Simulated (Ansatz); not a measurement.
# Property card for ScGe

ScGe:
```xyz
4
Lattice="2.0076 -5.0428 0.0000 2.0076 5.0428 0.0000 0.0000 0.0000 3.7635" Properties=species:S:1:pos:R:3 pbc="T T T"
Sc     2.0076    -3.6660     0.9409
Sc     2.0076     3.6660     2.8226
Ge     2.0076    -0.9044     0.9409
Ge     2.0076     0.9044     2.8226
```

Space group Cmcm (No. 63); conventional cell a = 4.015 Å, b = 10.086 Å, c = 3.763 Å, α = 90.00°, β = 90.00°, γ = 90.00°.

Method: the program Ansatz at the r²SCAN level (PAW). Structure relaxed to zero pressure with the same functional. Other levels are named where they apply.

Cell and energy:

- Volume per atom: 19.05 Å³
- Density: 5.12 g/cm³
- Formation energy from the elements (no fitted shifts): -0.92 eV/atom

Electronic structure:

- Electronic character = metallic (no gap)
- Density of states at the Fermi level = 0.48 states/eV per atom (mean over ±0.08 eV)

The workflow started from a Materials Project entry (that database holds measured and hypothetical structures alike); the Crystallography Open Database copy checked does not list it. Whether it is the stable phase at ambient conditions was not checked. The cell was relaxed with r²SCAN under the symmetry of its start; its stability against distortions is not shown here. The run is not spin-polarised. The references are the lowest solids computed at this level, not always the standard phases. Scalar-relativistic: spin–orbit coupling is off unless named, which matters more the heavier the elements.

Potentials: the later of the program's two PAW sets.
